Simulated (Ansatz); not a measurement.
La2Bi:
```yaml
crystal:
  lattice:
    - [-2.35252, 2.35252, 9.31469]
    - [2.35252, -2.35252, 9.31469]
    - [2.35252, 2.35252, -9.31469]
  atoms:
    - { symbol: La, position: [0.00000, 0.50000, 0.50000] }
    - { symbol: La, position: [0.50000, 0.00000, 0.50000] }
    - { symbol: La, position: [0.67893, 0.67893, 0.00000] }
    - { symbol: La, position: [0.32107, 0.32107, 0.00000] }
    - { symbol: Bi, position: [0.86129, 0.86129, 0.00000] }
    - { symbol: Bi, position: [0.13871, 0.13871, 0.00000] }
```

Relaxed with r²SCAN. Special points in fractions of this cell's reciprocal vectors: Γ (0.000, 0.000, 0.000); X (0.000, 0.000, 0.500); P (0.250, 0.250, 0.250); N (0.000, 0.500, 0.000); M (0.500, 0.500, -0.500); S (0.266, 0.734, -0.266); S0 (-0.266, 0.266, 0.266); R (-0.032, 0.032, 0.500); G (0.500, 0.500, -0.032).

Problem. List the band energies nearest the Fermi level at these points for r²SCAN in the plane-wave PAW code Ansatz.

Solution. In eV from the Fermi level; about four levels below and three above (degenerate sets whole), none deeper than 8.9 eV; points with the same levels are listed once.

```csv
k,below,above
Γ,-1.19 -1.19 -0.77 -0.58 -0.45,0.21 0.67 0.67
X,-1.95 -1.34 -0.35 -0.12,0.20 0.31 1.01
P,-2.04 -2.04 -1.18 -0.25 -0.25,0.27 0.27 0.94
N,-2.34 -2.04 -0.30 -0.13,0.01 0.53 0.76
M,-0.89 -0.89 -0.77 -0.77 -0.42,0.67 1.06 1.06
S,-2.02 -0.39 -0.10 -0.03,0.56 0.94 1.14
R,-1.92 -1.32 -0.34 -0.11,0.19 0.35 0.97
```

Space group I4/mmm. The workflow started from a Materials Project entry (that database holds measured and hypothetical structures alike); the Crystallography Open Database copy checked does not list it. Whether it is the stable phase at ambient conditions was not checked. The cell was relaxed with r²SCAN under the symmetry of its start; its stability against distortions is not shown here. Spin–orbit coupling is left out wherever it is not named.

Potentials: the later of the program's two PAW sets.
